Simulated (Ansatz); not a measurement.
Polymorphs of MoPd, each relaxed with the program Ansatz at the PBE level (PAW):

A: rock salt (Fm-3m)
a = 5.214 Å, b = 5.214 Å, c = 5.214 Å, α = 90.00°, β = 90.00°, γ = 90.00°

```csv
atom,site,symmetry,x,y,z
Pd,4a,m-3m,0.0000,0.0000,0.0000
Mo,4b,m-3m,0.5000,0.5000,0.5000
```

B: L1₀ or tetragonal B2 (P4/mmm)
a = b = 2.715 Å, c = 4.139 Å, α = β = γ = 90.00°

```tsv
atom	site	symmetry	x	y	z
Pd	1a	4/mmm	0.0000	0.0000	0.0000
Mo	1d	4/mmm	0.5000	0.5000	0.5000
```

C: CsCl type (Pm-3m)
a = b = c = 3.159 Å, α = β = γ = 90.00°

```json
[
 {"atom": "Pd", "site": "1a", "symmetry": "m-3m", "x": "0.0000", "y": "0.0000", "z": "0.0000"},
 {"atom": "Mo", "site": "1b", "symmetry": "m-3m", "x": "0.5000", "y": "0.5000", "z": "0.5000"}
]
```

**Question.** Rank these by energy per atom at 0 K (lowest first), as PBE gives it.

**Answer.** B (+0 meV/atom), C (+444 meV/atom), A (+1080 meV/atom)

Typed or built starts, not in the databases checked: A; B; C. All cells were relaxed under the symmetry of their starts (and spin orders); stability against distortions was not tested throughout. Rows with no word on spin ran without spin polarisation. Scalar-relativistic: spin–orbit coupling is off unless named, which matters more the heavier the elements.

Energies hold the estimated change up to a 700 eV cutoff; steps of a few meV lie near the error of the meshes.

Potentials: the later of the program's two PAW sets.
